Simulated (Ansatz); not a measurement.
The elements of this relaxed trial crystal are hidden behind letters.

```
lattice vectors (Å)
   4.0278    0.0000    0.0000
   0.0000    4.0278    0.0000
   0.0000    0.0000    2.6152
fractional positions
X 0.0000 0.0000 0.5000
Z 0.2014 0.5000 0.0000
Z 0.7986 0.5000 0.0000
Z 0.5000 0.2014 0.0000
Z 0.5000 0.7986 0.0000
```

All numbers below come from DFT PBE, scalar-relativistic, plane waves, PAW in Ansatz. Plane waves to 420 eV, a 10×10×14 mesh through Γ for the 5-atom cell and 0.10 eV Gaussian smearing; no spin polarisation.

```
Space group                                 : P4/mmm (No. 123)
Conventional cell                           : a = 4.028 Å, c = 2.615 Å
Volume per atom                             : 8.49 Å³
Density                                     : 3.57 g/cm³
Energy over the elements                    : −0.04 eV/atom
Gap on the 10×10×14 mesh of the 5-atom cell : 0 eV (a metal)
```

Energies are uncorrected and count from the elements' standard states at the same level.

**Question.** X is a d-block element of period 4 and Z is a p-block element of period 2. Which elements are they?

**Answer.** X = Ti, Z = B, so the formula is TiB4. Density times volume gives a mean mass of 3.57 × 8.49/1.6605 = 18.3 u per atom, and this set has 18.2 u. Among the elements that the hints allow, noble gases aside, only these give it. Around Ti lie 16 B at 2.53 Å and 2 Ti at 2.62 Å; around B lie 3 B at 1.62–1.70 Å, 1 B at 2.41 Å and 4 Ti at 2.53 Å.

A structure relaxed within its symmetry needn't be a true minimum. Another cell of TiB4 relaxed alike, in P6/mmm, lies 0.41 eV/atom lower, so this cell isn't the stable form at this level.
